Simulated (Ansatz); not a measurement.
Starting structure of a cell relaxation (symmetry kept):

```cif
data_structure
_symmetry_space_group_name_H-M 'P 1'
_symmetry_Int_Tables_number 1
_cell_length_a 3.6280
_cell_length_b 3.6280
_cell_length_c 3.6280
_cell_angle_alpha 90.000
_cell_angle_beta 90.000
_cell_angle_gamma 90.000
_cell_volume 47.75
loop_
_atom_site_label
_atom_site_type_symbol
_atom_site_fract_x
_atom_site_fract_y
_atom_site_fract_z
_atom_site_occupancy
Mg1 Mg 0.00000 0.00000 0.00000 1
Tl1 Tl 0.50000 0.50000 0.50000 1
```

Theory: DFT r2SCAN, scalar-relativistic, plane waves, PAW (Ansatz 0.2.0).

Plane waves to 500 eV, a k mesh through Γ of 12×12×12 on the computed 2-atom cell and Gaussian smearing (0.10 eV); no spin polarisation.

Task: What does it relax to?

Result: The volume goes up by 0.15 Å³/atom to 24.02 Å³/atom, and the energy falls by 0.1 meV/atom. Final structure:
```
Mg Tl
1.0
     3.63546    0.00000    0.00000
     0.00000    3.63546    0.00000
     0.00000    0.00000    3.63546
Mg Tl
1 1
Direct
  0.00000 0.00000 0.00000
  0.50000 0.50000 0.50000
```

Spin–orbit coupling is left out, which can shift energies with elements as heavy as these.

Cost: 1 run of about 0.8 core-minutes, on Arm Neoverse N1 (shared hosts).